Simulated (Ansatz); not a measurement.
Profile along the Au–Au line in Au (fcc, Cu type)

Au (fcc, Cu type), conventional cell a = 4.1573 Å, b = 4.1573 Å, c = 4.1573 Å, α = 90.00°, β = 90.00°, γ = 90.00°. The calculation uses the primitive cell of 1 atom, to which meshes and values per cell refer.

Fields along a shortest Au–Au line of a {100} plane (2.94 Å), from Au to Au, interpolated on the slice's grid (step about 0.1 Å). The numbers are results of PBE (plane waves to 420 eV, PAW, scalar-relativistic; Ansatz, a program for electronic structure), not measurements. k mesh 19×19×19. These are valence fields of a PAW run, semicore shells included where kept as valence: close to a nucleus they are smooth pseudo fields. Au was relaxed with its symmetry unable to fall. Spin-orbit coupling is left out, though Au is heavy. The PAW data are Ansatz's earlier set.

| distance from Au (Å) | valence electron density (e/Å³) | electron localisation function |
|---|---|---|
| 0.00 | 15.84 | x |
| 0.15 | 14.58 | x |
| 0.29 | 11.82 | x |
| 0.44 | 8.64 | x |
| 0.59 | 5.73 | 0.52 |
| 0.73 | 3.28 | 0.48 |
| 0.88 | 1.45 | 0.41 |
| 1.03 | 0.69 | 0.33 |
| 1.18 | 0.42 | 0.25 |
| 1.32 | 0.29 | 0.21 |
| 1.47 | 0.26 | 0.20 |
| 1.62 | 0.29 | 0.21 |
| 1.76 | 0.42 | 0.25 |
| 1.91 | 0.69 | 0.33 |
| 2.06 | 1.45 | 0.41 |
| 2.21 | 3.28 | 0.48 |
| 2.35 | 5.73 | 0.52 |
| 2.50 | 8.64 | x |
| 2.65 | 11.82 | x |
| 2.79 | 14.58 | x |
| 2.94 | 15.84 | x |

x: too close to a nucleus for the ELF to mean much.

Density on the Au–Au line (2.94 Å) at its midpoint: 0.26 e/Å³. ELF at that point: 0.20.
